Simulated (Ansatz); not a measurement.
# Ansatz 0.2.0, settings compared: SrSi$_{2}$Pd$_{2}$

The command:

```bash
ansatz run input.yaml --threads 1 --pin off --max-ram 2560MiB --backend cpu --events-out ev --progress --plain --runs-dir out
```

Input:

```yaml
crystal:
  lattice:
    - [0.0, 4.359815, 0.0]
    - [4.359815, 0.0, 0.0]
    - [2.179907, 2.179907, -4.995073]
  atoms:
    - { symbol: Si, position: [0.375, 0.375, 0.25] }
    - { symbol: Si, position: [0.625, 0.625, 0.75] }
    - { symbol: Sr, position: [0.0, 0.0, 0.0] }
    - { symbol: Pd, position: [0.75, 0.25, 0.5] }
    - { symbol: Pd, position: [0.25, 0.75, 0.5] }
  symmetry: { tolerance: 0.0003 }
kpoints:
  mp_grid: { grid: [5, 5, 5], shift: [0, 0, 0] }
magnetization:
  spin_polarized: false
scf:
  occupations: { method: fermi_dirac, width: 0.1483 }
hamiltonian:
  pseudopotentials: { kind: paw }
  xc: r2scan
basis:
  ecutwfc: 500
output:
  forces: true
  stress: true
  eigenvalues: true
  write_density: true
  write_potential: true
  elf: true
  volumetric_format: npy
```

Origin of the cell: a database entry, scaled a little.

Output of this run (shortened):

```
band count auto-derived: 34 (N_el = 54.0; filled up to band 27; 33 by the electrons, moments and atoms)
Pseudopotentials: kind: paw
Pseudopotential: Si, paw, valence charge 4, recommended cutoff 500 eV (meta_gga), Si.paw.azcp
Pseudopotential: Sr, paw, valence charge 10, recommended cutoff 500 eV (meta_gga), Sr.paw.azcp
Pseudopotential: Pd, paw, valence charge 18, recommended cutoff 500 eV (meta_gga), Pd.paw.azcp
Functional definition: r2SCAN
  exchange = r2scan_x(k0 = k0, k1 = k1, a1 = a1)
  correlation = r2scan_c
Crystal: 5 atoms, lattice volume = 94.946 Å³
Basis set: ecut = 500 eV, 2395 PW (Γ), exchange–correlation on 128×128×180 points (64 copies of the dense FFT grid, shifted against one another)
Bands: 34, of which v1, the nominal top of the filled ones, is band 27 counted from 1 (26 counted from 0)
[… 12 lines left out …]
Initial density: superposition of atomic densities (neutral atoms: chi_scale 0, normalization atom), corrected by the library's trained network
Functional: x = r2scan, c = r2scan; τ floored in thin density (d = 2e-4 eV/Å³)
SCF iter   1: F=—  HF=-18808.556212 eV  Δρ=1.10e-2  dr2=1.56e-1  dr2_τ=3.57e-2
SCF iter   2: F=—  HF=-18808.637754 eV  Δρ=5.59e-3  dr2=1.57e-2  dr2_τ=3.54e-3
SCF iter   3: F=—  HF=-18808.636498 eV  Δρ=2.66e-3  dr2=7.33e-3  dr2_τ=1.75e-4
SCF iter   4: F=—  HF=-18808.635319 eV  Δρ=5.45e-4  dr2=5.60e-4  dr2_τ=1.21e-5
SCF iter   5: F=—  HF=-18808.635241 eV  Δρ=2.05e-4  dr2=5.85e-5  dr2_τ=1.83e-6
SCF iter   6: F=—  HF=-18808.635240 eV  Δρ=6.42e-5  dr2=4.48e-6  dr2_τ=1.81e-7
SCF iter   7: F=—  HF=-18808.635241 eV  Δρ=1.18e-5  dr2=1.29e-7  dr2_τ=5.93e-9
SCF iter   8: F=-18808.635241 eV  HF=-18808.635241 eV  Δρ=2.91e-6  dr2=1.27e-8  dr2_τ=1.81e-10
SCF 1 converged in 8 iterations: F = -18808.635241 eV  dr2 = 1.27e-8
SCF converged after 8 iterations
Free energy (F): -18808.635241 eV
Harris-Foulkes:  -18808.635241 eV  (|F-HF|=1.32e-9)
Internal energy: -18808.444084 eV  (E = F + TS)
E sigma→0 (E₀):  -18808.539663 eV
Entropy (-TS):   -0.191156 eV (-38.231 meV/atom)
Fermi energy:    12.198381 eV
--- Per-component energies (eV) ---
  E_band       = -613.414353
  E_kinetic    = 1357.938885
  E_local      = -6390.991206  (includes V_loc(G=0)·N_el)
  E_nonlocal   = 682.001363
  E_hartree    = 2587.889688
  E_xc         = -588.919373
  E_vxc        = -746.542027  (∫ρ·V_xc dr)
  E_paw        = -11297.312944  (= ΣΔE_a)
  E_vpaw       = -740.372976  (= ΣTr[D̂ρ^β])
  E_aug_tail   = 0.000225  (compensation charges beyond the density's cutoff)
  E_vtau       = 48.765064  (kinetic-family band-sum trace: ∫τ·v_τ [+ j·A + Jᵃ·Aᵃ] dr)
  E_ewald      = -5157.847646
  E_core_change = -1.203076  (= ΣΔE_core)
  E_smearing   = -0.191156  (= −TS)
  Σ components = -18808.635241   (vs F -18808.635241, Δ=0.00e0)
--- Forces (eV/Å), atoms counted from 1 ---
  atom   1  Si    -0.000000    -0.000000    -0.232735
  atom   2  Si     0.000000     0.000000     0.232735
  atom   3  Sr    -0.000000    -0.000000     0.000000
  atom   4  Pd    -0.000000     0.000000     0.000000
  atom   5  Pd     0.000000     0.000000    -0.000000
  max |Σ_I F_I| component: 2.78e-17 eV/Å
--- Stress (GPa, compression-positive) ---
       -3.283240       0.000000       0.000000
        0.000000      -3.283240       0.000000
        0.000000       0.000000      -2.006988
  P = ⅓ Tr σ = -2.8578 GPa (-28.578 kbar)
```

The same input was run again with these changes:

1. `scf.initial_density.chi_scale` default → 0.1
2. `basis.ecutwfc` 500 → "600 eV"; `kpoints.mp_grid.shift` [0, 0, 0] → [0.5, 0.5, 0.5]; `scf.convergence.dr2_threshold` default → 1.0e-09
3. `accuracy` default → medium; `scf.occupations.method` fermi_dirac → methfessel_paxton; `scf.occupations.width` 0.1483 → 0.1
4. `scf.mixing.preconditioner` default → local_kerker; `crystal.symmetry` { tolerance: 0.0003 } → { detect: false }

```csv
run,end,SCF iterations,P (GPa),max force component (eV/Å),gap on mesh (eV),moment (μB),ΔE(σ→0) (meV/atom)
base,converged,8,-2.86,0.233,none,–,0
1,converged,10,-2.86,0.233,none,–,0.00
2,converged,9,-2.91,0.220,none,–,-1.18
3,converged,8,-2.98,0.283,none,–,-0.06
4,converged,8,-2.86,0.233,none,–,0.00
```

Energies are compared only where functional, datasets, charge and starting cell are the same.

Caveats of the base run: the k mesh is coarse if the cell is a metal.

Run 2: the k mesh keeps only part of the crystal's symmetry.

The base run took 13 s on 1 thread of Arm Neoverse V1, with other jobs on the host, peak memory 0.55 GiB, from the program's own first density.
